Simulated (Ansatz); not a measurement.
Given:

SnO₂ (rutile)

```
SnO2
1.0
    4.82754     0.00000     0.00000
    0.00000     4.82754     0.00000
    0.00000     0.00000     3.23815
Sn O
2 4
Direct
  0.00000   0.00000   0.00000
  0.50000   0.50000   0.50000
  0.30658   0.30658   0.00000
  0.80658   0.19342   0.50000
  0.19342   0.80658   0.50000
  0.69342   0.69342   0.00000
```

In this cell atom 3 (O, nearest neighbour Sn at 2.089 Å; its periodic images, 3.2 Å or more away, move with it) is moved by u·(1.000, 0.000, 0.000) + v·(0.000, 1.000, 0.000); the rest is frozen.

Level of theory: PBE (plane waves to 420 eV, PAW, scalar-relativistic; Ansatz, a first-principles code). k mesh 6×6×8 (Γ-centred), Fermi-Dirac smearing 0.05 eV. The energy includes the smearing's −TS. Points where atoms come too close for the PAW data are left out (x in tables, blank in figures). SnO2 was relaxed with its symmetry unable to fall. ΔE is measured from the undisplaced structure. Axes are in Å.

The scan covers u from -0.520 to 0.520 Å in 7 points and v from -0.520 to 0.520 Å in 7 points.

In which direction of the plane is the atom held most weakly?

135° from u towards v.

What are the two principal curvatures of the energy at the centre?

3.5 and 20.1 eV/Å².

(A displaced cell: forces are minus the slopes of the energy, force constants its curvatures, and phonons follow from these.)
